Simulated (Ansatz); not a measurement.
**A sublattice moved along a line in CsGeBr3**

Method: DFT PBEsol, scalar-relativistic, plane waves, PAW (Ansatz 0.2.0). The runs took a 420 eV cutoff, a Γ-centred 6×6×6 mesh and Gaussian smearing (0.05 eV). Spin–orbit coupling is left out, which matters for the heavy elements here. No spin polarisation. Energies are free energies at this smearing, counted from the undisturbed cell; pressure is positive in compression.

The undisturbed cell (as given, not relaxed at this level; it stands at -0.7 GPa, and it needn't be the usual structure):

```
CELL_PARAMETERS angstrom
3.96928 2.29167 3.33497
-3.96928 2.29167 3.33497
0.00000 -4.58333 3.33497
ATOMIC_POSITIONS crystal
Cs 0.00130 0.00130 0.00130
Ge 0.47708 0.47708 0.47708
Br 0.02867 0.50547 0.50547
Br 0.50547 0.50547 0.02867
Br 0.50547 0.02867 0.50547
```

Every Ge atom is moved by x along the Cartesian unit vector (0.000, 0.000, 1.000); the cell and all other atoms stay fixed.

| x (Å) | ΔE (meV/cell) |
| --- | --- |
| -0.5000 | 879.3 |
| -0.2500 | 211.5 |
| 0.0000 | 0.0 |
| 0.1250 | 15.8 |
| 0.3750 | 122.1 |
| 0.5000 | 152.6 |

Problem. Predict the gap on the mesh (eV) at each point.

Solution.
| x (Å) | gap on the mesh (eV) |
| --- | --- |
| -0.5000 | 0.95 |
| -0.2500 | 1.04 |
| 0.0000 | 1.13 |
| 0.1250 | 1.16 |
| 0.3750 | 1.01 |
| 0.5000 | 1.05 |